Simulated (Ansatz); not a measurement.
Problem. S (α-S8, space group No. 70) is relaxed with plane-wave PAW r²SCAN (Ansatz code). What lattice parameters of the conventional cell result?

Solution. a = 10.797 Å, b = 13.208 Å, c = 24.914 Å.

Problem. Give the free coordinates with the occupied sites.

Solution. In one choice of origin and axes:

```json
[
 {"atom": "S", "site": "32h", "symmetry": "1", "x": "0.0190", "y": "0.0761", "z": "0.4230"},
 {"atom": "S", "site": "32h", "symmetry": "1", "x": "0.3373", "y": "0.1045", "z": "0.1291"},
 {"atom": "S", "site": "32h", "symmetry": "1", "x": "0.0903", "y": "0.1522", "z": "0.2989"},
 {"atom": "S", "site": "32h", "symmetry": "1", "x": "0.0867", "y": "0.0323", "z": "0.2463"}
]
```

Problem. Is it a metal or does it have a gap at this level?

Solution. A gap of 2.47 eV, indirect.

Space group Fddd (α-S8). The cell was relaxed with r²SCAN under the symmetry of its start. A crystal of weakly bound molecules computed without a dispersion correction: the cell and the soft elastic constants depend strongly on that.

Potentials: the later of the program's two PAW sets.
